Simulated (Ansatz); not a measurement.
Level of theory: DFT PBE, scalar-relativistic, plane waves, PAW (Ansatz 0.2.0). Settings: cutoff 420 eV, Γ-centred meshes spaced at most about 0.3 Å⁻¹, and about 0.25 Å⁻¹ or finer for metals (2π included), Gaussian smearing. No spin polarisation in the final relaxations.

Temperature and zero-point effects are left out.

Two relaxed structures of Cu4O:

A.

```
Cu O
1.0
     4.97633    0.00000    0.00000
    -2.48817    4.30963    0.00000
     0.00000    0.00000    3.56333
Cu O
4 1
Cartesian
  0.0000 0.0000 0.0000
  2.4882 0.0000 0.0000
  -1.2441 2.1548 0.0000
  1.2441 2.1548 0.0000
  0.0000 0.0000 1.7817
```

B.

```
Cu O
1.0
     4.36267    0.00000    0.00000
     0.00000    4.36267    0.00000
     0.00000    0.00000    4.36267
Cu O
4 1
Direct
  0.50000 0.50000 0.50000
  0.00000 0.50000 0.50000
  0.50000 0.00000 0.50000
  0.50000 0.50000 0.00000
  0.00000 0.00000 0.00000
```

Question: Which would you expect to be lower, and how large is the difference?

Answer: A is lower, by 0.75 eV/atom. A has space group P6/mmm (No. 191), 15.3 Å³/atom and no gap on its mesh; B has space group Pm-3m (No. 221), 16.6 Å³/atom and a gap of 0.10 eV. Counting Cu atoms around O (those within 1.25 times the shortest such distance or 1.15 times the sum of covalent radii; a plus sign parts nearer from farther groups; the shortest distance is added where it is long for a bond), A has O 2 and B has O 12+8 from 3.1 Å. The denser one is the lower, and pressure would at first widen the difference. Even the lower one lies +0.41 eV/atom against the reference forms of the elements (uncorrected), so neither is stable at this level. In A, Cu on a site of symmetry 6/mmm is surrounded by 2 O at 1.78 Å and 6 Cu at 2.49 Å; Cu on a site of symmetry mmm has 6 Cu at 2.49 Å; O has 2 Cu at 1.78 Å. In B, around Cu on a site of symmetry m-3m lie 6 Cu at 2.18 Å; Cu on a site of symmetry 4/mmm is surrounded by 2 Cu at 2.18 Å, 4 O at 3.08 Å and 8 Cu at 3.08 Å; around O lie 12 Cu at 3.08 Å (long contacts). Both come from invented guesses. A third cell relaxed alike, in Pm-3m, lies 0.31 eV/atom below the lower of the two.

Kohn–Sham gaps at this level usually fall short of measured ones. No Hubbard U is applied to the 3d shell of Cu. Cells relaxed within their symmetry can be saddle points.
